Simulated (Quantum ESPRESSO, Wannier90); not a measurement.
Wannierisation of HgF₂ (fluorite)

Structure: Materials Project mp-8177, symmetrised, not relaxed again. COD (Crystallography Open Database) has an entry of this formula and space group (matched by these alone). Computed values, not measurements, from PBEsol: Quantum ESPRESSO (norm-conserving PseudoDojo potentials, cutoff 68 Ry, no spin polarisation, no spin-orbit coupling) on a Γ-centred 10×10×10 mesh, then Wannier90. Density: 10×10×10 mesh, cold smearing 0.01 Ry. Spin-orbit coupling is left out although heavy elements are present.

On the energy scale of pw.x, whose zero is arbitrary, the valence-band maximum lies at 6.69 eV.

Input w.win:

```
num_bands = 13
num_wann = 13
exclude_bands = 1-4,18-31
num_iter = 1000
conv_tol = 1.0e-6
conv_window = 4
write_hr = true
write_u_matrices = true
auto_projections = true
begin unit_cell_cart
ang
    0.0000000000    2.7781800000    2.7781800000
    2.7781800000    0.0000000000    2.7781800000
    2.7781800000    2.7781800000    0.0000000000
end unit_cell_cart
begin atoms_frac
Hg   0.0000000000  0.0000000000  0.0000000000
F   -0.2500000000 -0.2500000000 -0.2500000000
F    0.2500000000  0.2500000000  0.2500000000
end atoms_frac
mp_grid = 10 10 10
begin kpoints
0.0000000000 0.0000000000 0.0000000000
0.0000000000 0.0000000000 0.1000000000
0.0000000000 0.0000000000 0.2000000000
... (997 more lines: the 10x10x10 mesh through Gamma)
end kpoints
```

Input of pw2wannier90.x that gives the overlap and projection files (equivalent; here they were cut from one run over all bands):

```
&inputpp
  outdir = './out'
  prefix = 'pwscf'
  seedname = 'w'
  write_amn = .true.
  write_mmn = .true.
  scdm_proj = .true.
  scdm_entanglement = 'isolated'
/
```

Output w.wout (banner and timings cut):

```
                                    ------
                                    SYSTEM
                                    ------

                              Lattice Vectors (Ang)
                    a_1     0.000000   2.778180   2.778180
                    a_2     2.778180   0.000000   2.778180
                    a_3     2.778180   2.778180   0.000000

                   Unit Cell Volume:      42.88557  (Ang^3)

                        Reciprocal-Space Vectors (Ang^-1)
                    b_1    -1.130810   1.130810   1.130810
                    b_2     1.130810  -1.130810   1.130810
                    b_3     1.130810   1.130810  -1.130810

 *----------------------------------------------------------------------------*
 |   Site       Fractional Coordinate          Cartesian Coordinate (Ang)     |
 +----------------------------------------------------------------------------+
 | hg   1   0.00000   0.00000   0.00000   |    0.00000   0.00000   0.00000    |
 | f    1  -0.25000  -0.25000  -0.25000   |   -1.38909  -1.38909  -1.38909    |
 | f    2   0.25000   0.25000   0.25000   |    1.38909   1.38909   1.38909    |
 *----------------------------------------------------------------------------*
                                ------------
                                K-POINT GRID
                                ------------

             Grid size = 10 x 10 x 10      Total points = 1000

 *---------------------------------- MAIN ------------------------------------*
 |  Number of Wannier Functions               :                13             |
 |  Number of Objective Wannier Functions     :                13             |
 |  Number of input Bloch states              :                13             |
 |  Output verbosity (1=low, 5=high)          :                 1             |
 |  Timing Level (1=low, 5=high)              :                 1             |
 |  Optimisation (0=memory, 3=speed)          :                 3             |
 |  Length Unit                               :               Ang             |
 |  Post-processing setup (write *.nnkp)      :                 F             |
 |  Using Gamma-only branch of algorithms     :                 F             |
 *----------------------------------------------------------------------------*
 *------------------------------- WANNIERISE ---------------------------------*
 |  Total number of iterations                :              1000             |
 |  Number of CG steps before reset           :                 5             |
 |  Trial step length for line search         :             2.000             |
 |  Convergence tolerence                     :         0.100E-05             |
 |  Convergence window                        :                 4             |
 |  Iterations between writing output         :                 1             |
 |  Iterations between backing up to disk     :               100             |
 |  Write r^2_nm to file                      :                 F             |
 |  Write xyz WF centres to file              :                 F             |
 |  Write on-site energies <0n|H|0n> to file  :                 F             |
 |  Use guiding centre to control phases      :                 F             |
 |  Use phases for initial projections        :                 F             |
 *----------------------------------------------------------------------------*
 *-------------------------------- PLOTTING ----------------------------------*
 |  Plotting Hamiltonian in WF basis          :                 T             |
 *----------------------------------------------------------------------------*

       ... (k-mesh section left out)

 Starting a new Wannier90 calculation ...

 Reading overlaps from w.mmn

 Reading projections from w.amn

 *------------------------------- WANNIERISE ---------------------------------*
 +--------------------------------------------------------------------+<-- CONV
 | Iter  Delta Spread     RMS Gradient      Spread (Ang^2)            |<-- CONV
 +--------------------------------------------------------------------+<-- CONV

 ------------------------------------------------------------------------------
 Initial State
  WF centre and spread    1  (  1.498580,  1.631652,  1.224776 )     0.61032431
  WF centre and spread    2  ( -1.551919, -1.146460, -1.498819 )     0.60384063
  WF centre and spread    3  (  1.225702,  1.500064,  1.634175 )     0.61271894
  WF centre and spread    4  ( -1.146702, -1.279902, -1.224938 )     0.61165841
  WF centre and spread    5  (  1.632633,  1.225930,  1.499702 )     0.61390611
  WF centre and spread    6  ( -1.279594, -1.553066, -1.632368 )     0.60810814
  WF centre and spread    7  (  1.202774,  1.200387,  1.197454 )     0.61329809
  WF centre and spread    8  ( -1.574848, -1.575416, -1.199705 )     0.60155245
  WF centre and spread    9  ( -0.000889, -0.001764,  0.001451 )     0.71890511
  WF centre and spread   10  ( -0.002763,  0.001226,  0.000637 )     0.73651852
  WF centre and spread   11  ( -0.003011, -0.000816, -0.000403 )     0.73871740
  WF centre and spread   12  ( -0.001075,  0.001587, -0.001754 )     0.71763685
  WF centre and spread   13  (  0.000343, -0.003861, -0.000221 )     0.75267708
  Sum of centres and spreads ( -0.000770, -0.000439, -0.000013 )     8.53986204

      0     0.854E+01     0.0000000000        8.5398620395  <-- CONV
        O_D=      0.0111353 O_OD=      0.9917224 O_TOT=      8.5398620 <-- SPRD
 ------------------------------------------------------------------------------
      1    -0.905E-01     0.0960649656        8.4493580739  <-- CONV
        O_D=      0.0055879 O_OD=      0.9067658 O_TOT=      8.4493581 <-- SPRD
      2    -0.532E-01     0.1162551615        8.3961877426  <-- CONV
        O_D=      0.0042549 O_OD=      0.8549285 O_TOT=      8.3961877 <-- SPRD
      3    -0.327E-01     0.1052907262        8.3634792342  <-- CONV
        O_D=      0.0042036 O_OD=      0.8222713 O_TOT=      8.3634792 <-- SPRD
      4    -0.230E-01     0.0929408763        8.3404737511  <-- CONV
        O_D=      0.0043136 O_OD=      0.7991558 O_TOT=      8.3404738 <-- SPRD
      5    -0.150E-01     0.0751117801        8.3254348445  <-- CONV
        O_D=      0.0040127 O_OD=      0.7844178 O_TOT=      8.3254348 <-- SPRD
       ... (lines left out)
    100    -0.192E-03     0.0078755756        8.2791157727  <-- CONV
        O_D=      0.0021122 O_OD=      0.7399992 O_TOT=      8.2791158 <-- SPRD
       ... (lines left out)
    200    -0.109E-03     0.0060603977        8.2645076018  <-- CONV
        O_D=      0.0020849 O_OD=      0.7254184 O_TOT=      8.2645076 <-- SPRD
       ... (lines left out)
    300    -0.588E-04     0.0041163959        8.2560931098  <-- CONV
        O_D=      0.0020678 O_OD=      0.7170209 O_TOT=      8.2560931 <-- SPRD
       ... (lines left out)
    400    -0.329E-04     0.0032630193        8.2515767031  <-- CONV
        O_D=      0.0020557 O_OD=      0.7125166 O_TOT=      8.2515767 <-- SPRD
       ... (lines left out)
    500    -0.165E-04     0.0023606199        8.2492433441  <-- CONV
        O_D=      0.0020505 O_OD=      0.7101886 O_TOT=      8.2492433 <-- SPRD
       ... (lines left out)
    600    -0.784E-05     0.0014970519        8.2480668326  <-- CONV
        O_D=      0.0020480 O_OD=      0.7090145 O_TOT=      8.2480668 <-- SPRD
       ... (lines left out)
    700    -0.395E-05     0.0011476056        8.2474794391  <-- CONV
        O_D=      0.0020463 O_OD=      0.7084288 O_TOT=      8.2474794 <-- SPRD
       ... (lines left out)
    800    -0.157E-05     0.0008406877        8.2471732632  <-- CONV
        O_D=      0.0020456 O_OD=      0.7081234 O_TOT=      8.2471733 <-- SPRD
       ... (lines left out)
    846    -0.859E-06     0.0005760108        8.2470720690  <-- CONV
        O_D=      0.0020454 O_OD=      0.7080223 O_TOT=      8.2470721 <-- SPRD
    847    -0.919E-06     0.0006130387        8.2470711504  <-- CONV
        O_D=      0.0020454 O_OD=      0.7080214 O_TOT=      8.2470712 <-- SPRD
    848    -0.883E-06     0.0005646415        8.2470702677  <-- CONV
        O_D=      0.0020454 O_OD=      0.7080206 O_TOT=      8.2470703 <-- SPRD
             <<<     Delta < 1.000E-06  over  4 iterations     >>>
             <<< Wannierisation convergence criteria satisfied >>>
 Final State
  WF centre and spread    1  (  1.574766,  1.581956,  1.199870 )     0.57585423
  WF centre and spread    2  ( -1.578268, -1.196225, -1.574812 )     0.57585371
  WF centre and spread    3  (  1.199819,  1.574765,  1.581908 )     0.57585379
  WF centre and spread    4  ( -1.196224, -1.203415, -1.199871 )     0.57585410
  WF centre and spread    5  (  1.581955,  1.199913,  1.574812 )     0.57585354
  WF centre and spread    6  ( -1.203416, -1.578361, -1.581909 )     0.57585374
  WF centre and spread    7  (  1.199820,  1.199727,  1.199769 )     0.57577132
  WF centre and spread    8  ( -1.578454, -1.578360, -1.199768 )     0.57577162
  WF centre and spread    9  ( -0.000001,  0.000000,  0.000000 )     0.71664778
  WF centre and spread   10  (  0.000003, -0.000001,  0.000004 )     0.73062124
  WF centre and spread   11  ( -0.000002, -0.000001,  0.000004 )     0.73125085
  WF centre and spread   12  (  0.000000,  0.000001,  0.000000 )     0.71649566
  WF centre and spread   13  (  0.000000,  0.000000, -0.000009 )     0.74538868
  Sum of centres and spreads ( -0.000001, -0.000001, -0.000000 )     8.24707027

         Spreads (Ang^2)       Omega I      =     7.537004342
        ================       Omega D      =     0.002045366
                               Omega OD     =     0.708020559
    Final Spread (Ang^2)       Omega Total  =     8.247070268
```
